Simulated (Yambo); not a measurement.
Yambo run on RbCdF$_{3}$ (cubic perovskite, space group Pm-3m, No. 221). The wavefunctions come from this Quantum ESPRESSO step (PBEsol, PseudoDojo standard norm-conserving files, scalar-relativistic):

```
&CONTROL
  calculation = 'nscf'
  pseudo_dir = './pseudo'
  outdir = './out'
/
&SYSTEM
  ibrav = 0
  nat = 5
  ntyp = 3
  ecutwfc = 102.0
  ecutrho = 408.0
  occupations = 'fixed'
  force_symmorphic = .true.
  nbnd = 135
/
&ELECTRONS
  conv_thr = 5e-09
  diago_full_acc = .true.
  diago_thr_init = 1e-08
/
ATOMIC_SPECIES
F 18.9984 F.upf
Rb 85.4678 Rb.upf
Cd 112.4140 Cd.upf
CELL_PARAMETERS angstrom
  4.424980000000   0.000000000000   0.000000000000
  0.000000000000   4.424980000000   0.000000000000
  0.000000000000   0.000000000000   4.424980000000
ATOMIC_POSITIONS crystal
F   0.000000000000   0.500000000000   0.500000000000
F   0.500000000000   0.000000000000   0.500000000000
F   0.500000000000   0.500000000000   0.000000000000
Rb   0.000000000000   0.000000000000   0.000000000000
Cd   0.500000000000   0.500000000000   0.500000000000
K_POINTS automatic
4 4 4 0 0 0
```

Yambo input:

```
rim_cut
gw0
dyson
el_el_corr
HF_and_locXC
ppa
em1d
RandQpts= 1000000
RandGvec= 1 Ry
EXXRLvcs= 102 Ry
VXCRLvcs= 408 Ry
Chimod= "HARTREE"
% BndsRnXp
 5 | 132 |
%
NGsBlkXp= 7 Ry
% LongDrXp
 1.0 | 1.0 | 1.0 |
%
PPAPntXp= 27.2114 eV
% GbndRnge
 1 | 132 |
%
GTermKind= "BG"
DysSolver= "n"
ExtendOut
% QPkrange
 1 | 1 | 25 | 26 |
 3 | 3 | 25 | 26 |
 6 | 6 | 25 | 26 |
 10 | 10 | 25 | 26 |
%
```

k points by index: 1 = Γ, 3 = X, 6 = M, 10 = R.

Resulting energies as the program prints them:

```
#    K-point    Band    Eo [eV]    E [eV]    E-Eo [eV]    Vxc [eV]    Vnlxc [eV]    Sc|Eo [eV]    Sc|E [eV]    dSc/dw|Eo [eV]    Re(Z)    Im(Z)
#
    1    25    -1.522348    -3.574749    -2.052401    -21.85961    -29.64580    5.205788    5.733783    -6.999758    0.795393    -0.001313
    1    26    3.078802    4.355544    1.276742    -11.97518    -7.272474    -3.245065    -3.425962    -3.855282    0.875902    -0.707305E-3
    3    25    -1.424240    -3.613607    -2.189367    -22.23629    -30.22241    5.245330    5.796755    -6.853074    0.798818    -0.001301
    3    26    5.615703    7.260715    1.645012    -15.90827    -10.95730    -3.029245    -3.305962    -4.577200    0.856010    -0.799433E-3
    6    25    -0.001559    -1.853120    -1.851560    -25.55597    -32.35366    4.536868    4.946131    -6.014327    0.818984    -0.001077
    6    26    6.733627    8.557331    1.823704    -16.12763    -10.91127    -3.072297    -3.392652    -4.779753    0.850590    -0.001022
    10    25    0.000000    -1.851019    -1.851019    -25.55884    -32.36236    4.543126    4.952498    -6.017679    0.818902    -0.001095
    10    26    7.550814    8.927905    1.377090    -9.827620    -4.962844    -3.303674    -3.487685    -3.635720    0.882136    -0.001234
```
(The two width columns are left out.) Convergence of these settings isn't established.

Spin-orbit coupling is not included.

Geometry of the Materials Project entry, not relaxed at this level.

The structure is a Materials Project entry; no match was found in the copy of COD used, and its stability was not checked.
